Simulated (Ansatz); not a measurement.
# Ti (Fm-3m), an elastic constant from a strain scan

The calculation used Ansatz 0.2.0, DFT PBEsol, scalar-relativistic, plane waves, PAW. Settings: plane waves to 420 eV, k-mesh 20×20×20 (Γ-centred), Gaussian smearing 0.15 eV. No spin polarisation. Energies are free energies at this smearing, counted from the undisturbed cell; pressure is positive in compression.

The starting cell (as given, not relaxed at this level; it stands at -0.3 GPa; this fcc form isn't the usual structure):

```
CELL_PARAMETERS angstrom
0.00000 2.03000 2.03000
2.03000 0.00000 2.03000
2.03000 2.03000 0.00000
ATOMIC_POSITIONS crystal
Ti 0.00000 0.00000 0.00000
```

The cell is strained by ε times the Voigt pattern (0, 0, 0, 1, 0, 0) (xx, yy, zz, yz, xz, xy; engineering shear) with fractional coordinates fixed. The cell holds 1 atom in V0 = 16.73 Å³. The stress column is τ = (1/V0) dE/dε, got from the stress tensor σ (compression positive) at each point as −det(1 + εP) σ : P(1 + εP)⁻¹, with P the pattern as a tensor.

```csv
ε,ΔE (meV/atom),τ (GPa)
-0.1312,50.837,-6.896
-0.1125,38.066,-6.161
-0.0937,26.800,-5.299
-0.0750,17.367,-4.348
-0.0562,9.833,-3.317
-0.0375,4.401,-2.239
-0.0187,1.098,-1.123
0.0000,0.000,0.000
0.0187,1.098,1.123
0.0375,4.401,2.239
0.0562,9.833,3.317
0.0750,17.367,4.348
0.0937,26.800,5.299
0.1125,38.066,6.161
0.1312,50.837,6.896
0.1500,?,?
```

**Question.** Which combination of elastic constants does this scan measure, and how large is it?

**Answer.** For small ε, τ = τ0 + Kε with K = pᵀCp, which for this pattern is C44 in the cubic axes. The parabola through τ at ε = -0.0187, 0 and 0.0187 has slope K = 60 GPa at zero. The energies per cell, E = NΔE, of the same two points give K = 2[E(ε₊)/ε₊ − E(ε₋)/ε₋]/[(ε₊ − ε₋)V0] = 60 GPa, in agreement.

**Question.** Predict the withheld row at ε = 0.1500 from the harmonic law, and compare.

**Answer.** ΔE = V0(τ0 ε + Kε²/2)/N = 70.567 meV/atom and τ = 9.01 GPa. The calculation gives 64.983 meV/atom and 7.49 GPa: the energy lies 8 % below the harmonic value.

In a metal these slopes depend on the k mesh and the smearing.